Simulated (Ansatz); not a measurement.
Pb (P6_3/mmc): electronic heat capacity and spin susceptibility from the density of states

These are results of DFT r2SCAN, scalar-relativistic, plane waves, PAW in Ansatz 0.2.0, not measurements.

Plane waves to 500 eV, a k mesh through Γ of 15×15×8 on the computed 2-atom cell and Gaussian smearing (0.10 eV); no spin polarisation.

Relaxed cell: P6_3/mmc, a = 3.514 Å, b = 3.514 Å, c = 5.797 Å, α = 90.00°, β = 90.00°, γ = 120.00°, 2 atoms in the primitive cell. This form isn't the element's structure at ambient conditions.

The density of states at the Fermi level is 1.029 states/eV in the cell of 2 atoms (2 formula units; both spins, tetrahedra on a 23×23×12 mesh).

What Sommerfeld coefficient and Pauli susceptibility does this give?

Per formula unit N(E_F) = 0.515 states/eV. γ = (π²/3) k_B² N(E_F) N_A = 2.357 mJ/(mol K²) per state/eV, so γ = 1.2 mJ/(mol K²), a mole of formula units. χ_P = μ_B² N(E_F) N_A = 3.23×10⁻⁵ emu/mol per state/eV gives 1.7×10⁻⁵ emu/mol. This is the bare band result: a measured γ of the same phase is as a rule larger by a factor 1 + λ from phonons and spin fluctuations, the spin part of χ is larger by the Stoner factor, and a measured χ also holds orbital and core terms. N(E_F) at one energy is sensitive to the mesh where the density of states has sharp peaks.

Spin-orbit coupling is left out, which matters for the bands of heavy elements.

Cost: 1 run of about 1.1 core-minutes, on Arm Neoverse V1 (shared hosts).